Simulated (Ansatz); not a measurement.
This cell of KBr (rock salt) is off equilibrium:

```
CELL_PARAMETERS angstrom
      0.00000     3.37346     3.37346
      3.37346     0.00000     3.37346
      3.37346     3.37346     0.00000
ATOMIC_POSITIONS crystal
  K  0.00000 0.00000 0.00000
  Br 0.50000 0.50000 0.50000
```

All values below come from r2SCAN (plane waves to 500 eV, PAW, scalar-relativistic; Ansatz, an electronic-structure program). k mesh 9×9×9 (Γ-centred), Fermi-Dirac smearing 0.05 eV. E stands for the smeared free energy. Stress and pressure are positive under compression. KBr was relaxed with its symmetry unable to fall.

What is the stress tensor (GPa)?


```
  -0.85     0.00     0.00
   0.00    -0.85     0.00
   0.00     0.00    -0.85
```
The pressure, a third of the trace, is -0.85 GPa.

It is the relaxed cell scaled evenly to V/V₀ = 1.064, atoms relaxed where free. What is its energy relative to the relaxed cell?

6.5 meV/atom.

(A scan under strain: stresses follow from slopes of the energy per volume, elastic moduli from its curvatures.)
